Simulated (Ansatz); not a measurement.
Ansatz input

```yaml
crystal:
  lattice:
    - [14.0, 0.0, 0.0]
    - [0.0, 14.4, 0.0]
    - [0.0, 0.0, 14.8]
  atoms:
    - { symbol: Te, position: [0.5, 0.5, 0.5], spin: 0.01 }
  symmetry: { detect: false, time_reversal: true }
hamiltonian:
  xc: pbesol
  pseudopotentials:
    kind: paw
    azcp:
      Te: "pseudopotentials/Te.paw.azcp"
basis:
  ecutwfc: 420
  fft_grid_basis: typed
kpoints:
  mp_grid: { grid: [1, 1, 1], shift: [0, 0, 0] }
magnetization:
  spin_polarized: true
scf:
  occupations: { method: fermi_dirac, width: 0.01 }
```

and its output:

```
Warning: the record states the generating functional pbe (its physics header spells it `PBE`), which answers neither for hamiltonian.xc's functional nor for the pbesol family's — results may be inconsistent (PPs are generated against a specific XC)
Engine: ansatz 0.2.0, x86_64-unknown-linux-gnu
Pseudopotentials: kind: paw
Pseudopotential: Te, paw, valence charge 16, recommended cutoff 420 eV (normal) 
Functional definition: PBEsol
  exchange = pbesol_x
  correlation = pbesol_c
Crystal: 1 atoms, lattice volume = 2983.680 Å³
Basis set: ecut = 420 eV, 58327 PW (Γ)
Bands: 13, of which v1, the nominal top of the filled ones, is band 8 counted from 1 (7 counted from 0)
Symmetry: 1 space group operations
k-points: 1
Non-local potential: Te, projectors of the file, l = 0: 2, l = 1: 2, l = 2: 2, l = 3: 2
PAW form: soft (Blöchl's): semilocal exchange-correlation on the pseudo side does not see the compensation charge
PAW frozen core: Te, regenerated for the run's functional, and the local potential with it (the file was generated under x = pbe(κ = 0.804, μ = 0.2195149727645171), c = pbe(β = 0.06672455060314922))
PAW one-centre angular grid: Te, 590 points (default); XC on 64 Gauss nodes
Initial density: superposition of atomic densities (neutral atoms: chi_scale 0, normalization atom)
Starting moments: Σ|m| = 0.01 μB on 1 of 1 site
Initial wavefunctions: pseudopotential atomic-orbital guess
Functional: x = pbesol(κ = 0.804, μ = 0.12345679012345678), c = pbesol(β = 0.046)
iter 1 solved again at ethr=4.94e-6 eV; its pass at ethr=3.10e-3 eV (dr2=7.90e-4 eV) is discarded
SCF iter   1: F=—  HF=-6898.037090 eV  |F-HF|=—  |Δ(HF+E_count)|=         —  Δρ=3.73e-4 (↑3.73e-4 ↓2.68e-4)  dr2=9.48e-4  dr2_m=2.61e-3  M=0.191 μB ∫|m|=0.191 μB  β_m=1.00  ethr=4.94e-6  ⟨swp⟩=4.0  Hψ=268  notcnv=0
spin=Collinear: Resta preconditioning applied to the charge; magnetization (m = ρ↑ − ρ↓) channel mixes plain (no charge-response kernel on spin).
SCF iter   2: F=—  HF=-6898.125929 eV  |F-HF|=—  |Δ(HF+E_count)|=   8.88e-2  Δρ=3.11e-3 (↑3.11e-3 ↓3.05e-3)  dr2=4.19e-4  dr2_m=2.59e-1  M=2.000 μB ∫|m|=2.000 μB  β_m=1.00  ethr=4.94e-6  ⟨swp⟩=3.5  Hψ=54  notcnv=0
SCF iter   3: F=—  HF=-6898.632904 eV  |F-HF|=—  |Δ(HF+E_count)|=   5.07e-1  Δρ=1.77e-4 (↑1.77e-4 ↓1.64e-4)  dr2=5.02e-4  dr2_m=7.64e-4  M=2.000 μB ∫|m|=2.000 μB  β_m=1.00  ethr=2.62e-6  ⟨swp⟩=8.5  Hψ=107  notcnv=0
SCF iter   4: F=—  HF=-6898.635440 eV  |F-HF|=—  |Δ(HF+E_count)|=   2.54e-3  Δρ=5.95e-5 (↑5.95e-5 ↓3.68e-5)  dr2=7.37e-4  dr2_m=1.41e-5  M=2.000 μB ∫|m|=2.000 μB  β_m=1.00  ethr=2.62e-6  ⟨swp⟩=3.0  Hψ=47  notcnv=0
SCF iter   5: F=—  HF=-6898.636149 eV  |F-HF|=—  |Δ(HF+E_count)|=   7.09e-4  Δρ=3.40e-4 (↑5.34e-5 ↓3.40e-4)  dr2=6.12e-3  dr2_m=7.28e-4  M=2.000 μB ∫|m|=2.000 μB  β_m=1.00  ethr=2.62e-6  ⟨swp⟩=1.0  Hψ=26  notcnv=0
SCF iter   6: F=—  HF=-6898.660585 eV  |F-HF|=—  |Δ(HF+E_count)|=   2.44e-2  Δρ=2.44e-3 (↑1.78e-4 ↓2.44e-3)  dr2=2.95e-1  dr2_m=3.57e-2  M=2.000 μB ∫|m|=2.002 μB  β_m=1.00  ethr=2.62e-6  ⟨swp⟩=4.5  Hψ=64  notcnv=0
SCF iter   7: F=—  HF=-6898.830903 eV  |F-HF|=—  |Δ(HF+E_count)|=   1.70e-1  Δρ=1.78e-3 (↑1.17e-3 ↓1.78e-3)  dr2=3.78e-1  dr2_m=3.00e-3  M=2.000 μB ∫|m|=2.016 μB  β_m=1.00  ethr=2.62e-6  ⟨swp⟩=7.0  Hψ=102  notcnv=0  defer=2
...
SCF iter  52: F=—  HF=-6898.693317 eV  |F-HF|=—  |Δ(HF+E_count)|=   2.97e-6  Δρ=1.60e-6 (↑1.58e-6 ↓1.60e-6)  dr2=2.16e-7  dr2_m=3.12e-8  M=2.000 μB ∫|m|=2.027 μB  ethr=4.20e-11  ⟨swp⟩=6.5  Hψ=164  notcnv=0
SCF iter  53: F=—  HF=-6898.693320 eV  |F-HF|=—  |Δ(HF+E_count)|=   2.06e-6  Δρ=1.63e-6 (↑1.63e-6 ↓1.05e-6)  dr2=1.40e-7  dr2_m=2.18e-8  M=2.000 μB ∫|m|=2.027 μB  ethr=4.20e-11  ⟨swp⟩=6.5  Hψ=164  notcnv=0
SCF iter  54: F=—  HF=-6898.693324 eV  |F-HF|=—  |Δ(HF+E_count)|=   4.58e-6  Δρ=3.24e-6 (↑3.24e-6 ↓2.14e-6)  dr2=8.22e-7  dr2_m=6.34e-8  M=2.000 μB ∫|m|=2.027 μB  ethr=4.20e-11  ⟨swp⟩=7.0  Hψ=170  notcnv=0
SCF iter  55: F=—  HF=-6898.693328 eV  |F-HF|=—  |Δ(HF+E_count)|=   3.39e-6  Δρ=1.90e-6 (↑1.90e-6 ↓1.38e-6)  dr2=2.90e-7  dr2_m=2.08e-8  M=2.000 μB ∫|m|=2.027 μB  ethr=4.20e-11  ⟨swp⟩=7.0  Hψ=167  notcnv=0
SCF iter  56: F=—  HF=-6898.693330 eV  |F-HF|=—  |Δ(HF+E_count)|=   2.44e-6  Δρ=2.48e-6 (↑2.48e-6 ↓9.47e-7)  dr2=3.21e-7  dr2_m=4.14e-8  M=2.000 μB ∫|m|=2.027 μB  ethr=4.20e-11  ⟨swp⟩=7.0  Hψ=168  notcnv=0
SCF iter  57: F=—  HF=-6898.693333 eV  |F-HF|=—  |Δ(HF+E_count)|=   3.13e-6  Δρ=1.87e-6 (↑1.87e-6 ↓1.58e-6)  dr2=3.68e-7  dr2_m=1.11e-8  M=2.000 μB ∫|m|=2.027 μB  ethr=4.20e-11  ⟨swp⟩=7.5  Hψ=168  notcnv=0
SCF iter  58: F=—  HF=-6898.693338 eV  |F-HF|=—  |Δ(HF+E_count)|=   5.19e-6  Δρ=2.69e-6 (↑2.69e-6 ↓1.55e-6)  dr2=6.10e-7  dr2_m=4.27e-8  M=2.000 μB ∫|m|=2.027 μB  ethr=4.20e-11  ⟨swp⟩=7.5  Hψ=183  notcnv=0
SCF iter  59: F=—  HF=-6898.693338 eV  |F-HF|=—  |Δ(HF+E_count)|=   1.35e-7  Δρ=7.96e-7 (↑7.39e-7 ↓7.96e-7)  dr2=9.19e-8  dr2_m=5.32e-9  M=2.000 μB ∫|m|=2.027 μB  ethr=4.20e-11  ⟨swp⟩=1.5  Hψ=114  notcnv=0
SCF iter  60: F=-6898.693338 eV  HF=-6898.693338 eV  |F-HF|=2.05e-10  |Δ(HF+E_count)|=   1.81e-8  Δρ=2.57e-7 (↑2.57e-7 ↓1.33e-7)  dr2=2.31e-9  dr2_m=7.92e-10  M=2.000 μB ∫|m|=2.027 μB  ethr=4.20e-11  ⟨swp⟩=1.0  Hψ=81  notcnv=0
SCF iter  61: F=-6898.693338 eV  HF=-6898.693338 eV  |F-HF|=2.06e-10  |Δ(HF+E_count)|=  2.73e-12  Δρ=2.57e-7 (↑2.57e-7 ↓1.33e-7)  dr2=2.32e-9  dr2_m=7.90e-10  M=2.000 μB ∫|m|=2.027 μB  ethr=1.45e-11  ⟨swp⟩=1.0  Hψ=82  notcnv=0
SCF 1 converged in 61 iterations: F = -6898.693338 eV  dr2 = 2.32e-9
iteration 61: the least curvature of the free energy that was read at this close is 0.002 (0.939 in the run's own bands): near zero (its residual is 0.003), and the free energy falls along no way that was tried (none was if the reading's last walks met no value under 0.05)
SCF converged after 61 iterations
Stability not told: the lowest value that the SCF's own minimisation read on its close, 9.2e-2 (residual 2.3e-4), is positive but too near zero to vouch for directions that it does not look along, and a probe of this close gave no reading: no lower mode is shown, and none is ruled out
Magnetization: 2.0000 μB (9.0000 up, 7.0000 down)
Absolute magnetization: 2.0332 μB (∫|ρ↑−ρ↓|, with the PAW one-centre terms)
Spin contamination: 0.0033 ħ² per cell (⟨S²⟩ above its minimum at these occupations)
Per-site moments (μB) at R_I (Å): [(1.9999996561980922, 5.775)]
Free energy (F): -6898.693338 eV
Harris-Foulkes:  -6898.693338 eV  (|F-HF|=2.06e-10)
Internal energy: -6898.693330 eV  (E = F + TS)
E sigma→0 (E₀):  -6898.693334 eV
Entropy (-TS):   -0.000008 eV (-0.008 meV/atom)
Fermi energy:    -5.003509 eV
--- Per-component energies (eV) ---
  E_band       = -467.182892
  E_kinetic    = 179.566517
  E_local      = -3546.441842  (includes V_loc(G=0)·N_el)
  E_nonlocal   = -307.974314
  E_hartree    = 1844.296347
  E_xc         = -120.988693
  E_vxc        = -100.829482  (∫ρ·V_xc dr)
  E_paw        = -4584.552330  (= ΣΔE_a)
  E_vpaw       = -380.094268  (= ΣTr[D̂ρ^β])
  E_aug_tail   = -0.000188  (compensation charges beyond the density's cutoff)
  E_ewald      = -362.973644
  E_core_change = 0.374815  (= ΣΔE_core)
  E_smearing   = -0.000008  (= −TS)
  E_closure    = 0.000000  (closes the sum)
  Σ components = -6898.693338   (vs F -6898.693338, Δ=0.00e0)
--- Band table (eV) ---
  k-point 0 ↑: bands = ["-41.7109", "-41.7109", "-41.3036", "-41.3036", "-41.1723", "-15.5116", "-6.6553", "-6.6552", "-5.6903", "-0.4304", "0.4204", "0.5119", "0.5482"]
  k-point 0 ↓: bands = ["-41.4249", "-41.4249", "-41.1428", "-41.1427", "-41.0400", "-14.1878", "-5.1059", "-4.8942", "-4.8941", "-0.1819", "0.5288", "0.6234", "0.7069"]
```

Command:

```sh
ansatz run input.yaml --threads 4 --pin off --max-ram 8192MiB --backend cpu --events-out ev --progress --plain --runs-dir out
```

On 4 threads of Intel(R) Xeon(R) Platinum 8559C (Emerald Rapids) (shared host) this took about 64 s of wall time and 240 s of CPU time, with 1.6 GiB at the peak.
